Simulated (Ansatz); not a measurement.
**SiO2 with phosphorus replacing O: gradients before and after relaxing the atoms**

Start: a supercell of SiO2 (quartz type, P3_221) built from a measured structure from the Crystallography Open Database (COD), with all atoms left at the host's positions.

```
CELL_PARAMETERS angstrom
7.37454 4.25769 0.00000
-7.37454 4.25769 0.00000
0.00000 0.00000 10.81680
ATOMIC_POSITIONS crystal
Si 0.15658 0.84342 0.33333
Si 0.15658 0.84342 0.83333
Si 0.48991 0.51009 0.33333
Si 0.48991 0.51009 0.83333
Si 0.82324 0.17676 0.33333
Si 0.82324 0.17676 0.83333
Si 0.15658 0.31315 0.16667
Si 0.15658 0.31315 0.66667
Si 0.48991 0.97982 0.16667
Si 0.48991 0.97982 0.66667
Si 0.82324 0.64649 0.16667
Si 0.82324 0.64649 0.66667
Si 0.35351 0.17676 0.00000
Si 0.35351 0.17676 0.50000
Si 0.68685 0.84342 0.00000
Si 0.68685 0.84342 0.50000
Si 0.02018 0.51009 0.00000
Si 0.02018 0.51009 0.50000
P 0.22704 0.04054 0.39279
O 0.22704 0.04054 0.89279
O 0.56037 0.70721 0.39279
O 0.56037 0.70721 0.89279
O 0.89371 0.37387 0.39279
O 0.89371 0.37387 0.89279
O 0.29279 0.85317 0.22612
O 0.29279 0.85317 0.72612
O 0.62613 0.51983 0.22612
O 0.62613 0.51983 0.72612
O 0.95946 0.18650 0.22612
O 0.95946 0.18650 0.72612
O 0.48017 0.10629 0.05946
O 0.48017 0.10629 0.55946
O 0.81350 0.77296 0.05946
O 0.81350 0.77296 0.55946
O 0.14683 0.43963 0.05946
O 0.14683 0.43963 0.55946
O 0.22704 0.18650 0.10721
O 0.22704 0.18650 0.60721
O 0.56037 0.85317 0.10721
O 0.56037 0.85317 0.60721
O 0.89371 0.51983 0.10721
O 0.89371 0.51983 0.60721
O 0.29279 0.43963 0.27388
O 0.29279 0.43963 0.77388
O 0.62613 0.10629 0.27388
O 0.62613 0.10629 0.77388
O 0.95946 0.77296 0.27388
O 0.95946 0.77296 0.77388
O 0.48017 0.37387 0.44054
O 0.48017 0.37387 0.94054
O 0.81350 0.04054 0.44054
O 0.81350 0.04054 0.94054
O 0.14683 0.70721 0.44054
O 0.14683 0.70721 0.94054
```

Atom numbers follow the list; atoms alike are taken as one site, whose name carries the number of the first.

Computed with Ansatz: DFT, PBE, plane waves and PAW, scalar-relativistic, 420 eV cutoff, Γ-centred 3×3×2 k-points, Fermi–Dirac smearing 0.01 eV, cell charge -1.

The largest force at the start is 22 eV/Å. Relaxing the ions at fixed cell moves them by 0.766 Å at most (atom 19, P) and 0.212 Å rms.

| site | atom | moved (Å) | first shell before | first shell after | V_zz before (10²¹ V/m²) | η before |
| --- | --- | --- | --- | --- | --- | --- |
| Si1 | 1 | 0.148 | 1 P at 1.61 Å, 3 O at 1.61 Å | 3 O at 1.65–1.66 Å, 1 P at 2.09 Å | -8.92 | 0.08 |
| Si3 | 3 | 0.023 | 4 O at 1.61 Å | 4 O at 1.63–1.64 Å | 0.92 | 0.15 |
| Si4 | 4 | 0.079 | 4 O at 1.61 Å | 4 O at 1.62–1.63 Å | 0.78 | 0.65 |
| Si5 | 5 | 0.121 | 4 O at 1.61 Å | 4 O at 1.61–1.63 Å | 0.79 | 0.78 |
| Si7 | 7 | 0.097 | 4 O at 1.61 Å | 4 O at 1.62–1.65 Å | 0.81 | 0.64 |
| Si8 | 8 | 0.159 | 4 O at 1.61 Å | 4 O at 1.61–1.64 Å | -1.15 | 0.83 |
| Si14 | 14 | 0.146 | 3 O at 1.61 Å, 1 P at 1.61 Å | 3 O at 1.65–1.67 Å, 1 P at 2.11 Å | -8.58 | 0.08 |
| Si17 | 17 | 0.102 | 4 O at 1.61 Å | 4 O at 1.61–1.63 Å | 0.77 | 0.60 |
| P | 19 | 0.766 | 2 Si at 1.61 Å, angle 144° | 2 Si at 2.09–2.11 Å, angle 104° | -8.63 | 0.15 |
| O25 | 25 | 0.217 | 2 Si at 1.61 Å, angle 144° | 2 Si at 1.61–1.66 Å, angle 134° | 9.42 | 0.13 |
| O47 | 47 | 0.586 | 2 Si at 1.61 Å, angle 144° | 2 Si at 1.60–1.65 Å, angle 151° | 7.81 | 0.28 |

Question: How do the gradients change?

Answer: 

```tsv
site	atom	V_zz after	η after	change of V_zz
Si1	1	-4.23	0.37	+4.69
Si3	3	-1.47	0.09	–
Si4	4	-0.62	0.51	–
Si5	5	1.48	0.18	+0.69
Si7	7	1.60	0.25	+0.79
Si8	8	-1.60	0.03	-0.45
Si14	14	-4.19	0.24	+4.39
Si17	17	-0.81	0.44	–
P	19	-7.65	0.43	–
O25	25	8.54	0.32	-0.88
O47	47	9.35	0.21	+1.54
```

The largest change of V_zz along a kept axis is on Si1, from -8.92 to -4.23. The whole tensor moves most on P, by 14.05 along its most changed direction. In per cent, |V_zz| changes by -53 to +99 on Si, -9 to +20 on O (all sites that start above 0.5, bar those whose gradient vanishes or changes sign or whose main axis turns by over 40°). Where |V_zz| stays above 0.1 and the axes keep their order, η moves most on Si8, from 0.83 to 0.03. On O25, O47 V_xx and V_yy change places (or their axes turn by over 50°), so the two values of η hide a larger change. On P, Si3, Si4, Si17 the largest principal value lies along another axis in the second run, so the two V_zz can't be compared directly. The table leaves out 43 of the 54 sites, with |V_zz| up to 10.07; their tensors move by 2.30 at most along any direction. The statements above cover all sites. The host's own positions weren't relaxed first, so part of the change far from the defect can be the host's relaxation.

The defect repeats with the cell of 54 atoms, so it feels its images: sites between two images don't show the values beside a lone defect, and zeros or small values of η there can come from the images' arrangement. O and Si carry a gradient in the pure host already, so the values there aren't the defect's effect alone. A uniform background compensates the cell's charge.
Before: The cell keeps the host's lattice, where the PBE pressure is 15 GPa (in a charged cell this depends on the convention for the mean potential). The neighbours have not yet relaxed around the defect (largest force 22 eV/Å), so the values at and beside it are those of a strained start, not of the defect in a real crystal.
